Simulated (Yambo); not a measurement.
A free-standing HfS2 monolayer (symmetry P-3m1, slab cell 15.9 Å high), G0W0@LDA in Yambo; all else as in the reference (9×9×1 Γ-centred k mesh, bands 2 to 97 and a 6 Ry block in the screening, 97 bands in G with the Bruneval-Gonze terminator, plasmon pole fitted at 27.2 eV, slab-truncated Coulomb interaction, stochastic integration of W near q = 0). One parameter is varied: the cutoff of the exchange sum, over 5, 10, 20, 40, 58 Ry.

**Question.** From which value on does the gap Γ → (0, 0.444) stay within 0.05 eV of the largest setting?

**Answer.** From 20 Ry on.
```
cutoff of the exchange sum (Ry)  G0W0 gap (eV)  valence shift (eV)
-------------------------------  -------------  ------------------
5                                         3.09               -0.24
10                                        2.88               -0.64
20                                        2.74               -0.70
40                                        2.71               -0.70
58                                        2.71               -0.70
```
The last step of the sweep still moves the gap by 0 meV; the other settings are held fixed.

Spin-orbit coupling is not included.

Geometry relaxed with LDA; primitive cell a = b = 3.5625 Å, c = 15.9000 Å, α = β = 90.00°, γ = 120.00°.

A shift is the quasiparticle energy of the state minus its LDA energy.
